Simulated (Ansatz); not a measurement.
# La2In8Ir, a strained cell with displaced atoms

```
CELL_PARAMETERS angstrom
4.74252 0.06517 -0.00370
0.06517 4.81888 -0.00894
-0.00968 -0.02339 12.64110
ATOMIC_POSITIONS crystal
Ir 0.04501 0.02825 0.51385
La 0.03658 0.94098 0.80559
La 0.06375 0.99697 0.19336
In 0.48949 0.97845 0.00014
In 0.06083 0.53994 0.99978
In 0.02326 0.42339 0.64195
In 0.43792 0.04073 0.61902
In 0.99811 0.46247 0.39781
In 0.49474 0.99713 0.37382
In 0.48224 0.48562 0.82707
In 0.47223 0.52351 0.18726
```

Method: m-r2SCAN, no spin polarisation; PAW, plane waves to 500 eV, 4×4×2 (shifted by 0.5, 0, 0 steps) mesh, fermi-dirac occupations (width 0.0162 eV) (Ansatz 0.2.0), atoms fixed.

- Formation energy: -0.20 eV an atom against the elements' usual phases (free molecules for gases, crystals otherwise, with no correction for O₂ or N₂), so it is bound against them; other compounds may still compete. Relaxing would lower it.
- Forces: The largest is on In7: 7.63 eV/Å, components (7.17, -1.35, 2.23). It makes 158° with the line to a nearest neighbour, Ir1 at 2.29 Å, pointing away from it.
- Electronic structure: It is a metal, with about 5.2 states/eV a cell as the mean within 0.25 eV of the Fermi level, mostly In p (47 %) and La d (24 %).
- Stress: The pressure is 4.6 GPa (compression positive), so with the atoms held at these fractions the cell would first expand; the forces are large, so a full relaxation may end otherwise. The principal stresses 0.5, 4.6, 8.7 GPa differ, so its shape would change too.

Origin: a strained cell with displaced atoms, so it need not be a known compound. Caveats: the k mesh is coarse if the cell is a metal; atoms or cell far from equilibrium; f levels without a U or exact exchange are poorly placed; m-r2SCAN is r2SCAN with a changed spin dependence that lowers moments.
